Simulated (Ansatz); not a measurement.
# Relaxing Rh

Computed with DFT r2SCAN, scalar-relativistic, plane waves, PAW (Ansatz). (500 eV cutoff, 18×18×6 k-mesh, Gaussian smearing of 0.10 eV, no spin polarisation)

What was changed: relaxed at 8 GPa.

Other phases may be more stable at this pressure.

Command:

```bash
ansatz run input.yaml --threads 1 --pin off --max-ram 2560MiB --backend cpu --events-out ev --progress --plain --runs-dir out
```

Input:

```yaml
crystal:
  lattice:
    - [2.664683097, 0.0, 0.0]
    - [-1.3323415485, 2.307683255, 0.0]
    - [0.0, 0.0, 8.6978148389]
  atoms:
    - { symbol: Rh, position: [0.0, 0.0, 0.0] }
    - { symbol: Rh, position: [0.3333333333, 0.6666666667, 0.25] }
    - { symbol: Rh, position: [0.0, 0.0, 0.5] }
    - { symbol: Rh, position: [0.6666666667, 0.3333333333, 0.75] }
basis:
  ecutwfc: 500
kpoints:
  mp_grid: { grid: [18, 18, 6] }
hamiltonian:
  xc: r2scan
scf:
  occupations: { method: gaussian, width: 0.1 }
output:
  forces: true
  stress: true
  eigenvalues: true
relax:
  adjacent_minimum: "off"
  f_tol: 0.008
  max_steps: 50
  cell: { stress_tol: 0.08, p_target: 8.0 }
```

F is the free energy. Steps run on the plane waves of an earlier cell, but the last one, and at times one on the way, on a freshly chosen basis, so a repeated geometry can differ a little in energy. The relaxation lowers the enthalpy F + PV at the target pressure, so F itself can rise.

Steps:

```csv
step,F − F(1) (eV),largest force component (eV/Å),V (Å³/atom),P (GPa)
1,0.0000,0.000,13.371,8.18
2,-0.0029,0.000,13.386,7.83
3,-0.0015,0.000,13.379,8.00
4,-0.0015,0.000,13.379,8.00
```

Relaxed structure:

```
CELL_PARAMETERS angstrom
2.66512 0.00000 0.00000
-1.33256 2.30807 0.00000
0.00000 0.00000 8.69974
ATOMIC_POSITIONS crystal
Rh 0.00000 0.00000 0.00000
Rh 0.33333 0.66667 0.25000
Rh 0.00000 0.00000 0.50000
Rh 0.66667 0.33333 0.75000
```

It takes space group P6_3/mmc (No. 194, hexagonal). Conventional cell: a = 2.665 Å, b = 2.665 Å, c = 8.700 Å, α = 90.00°, β = 90.00°, γ = 120.00°. Around Rh (site symmetry -3m) lie 12 Rh at 2.66 to 2.67 Å. Around Rh (site symmetry -6m2) lie 12 Rh at 2.66 to 2.67 Å.

The run converged. Time: 3.9 min on 1 thread of AMD EPYC (Zen 3) (shared host), peak memory 0.67 GiB.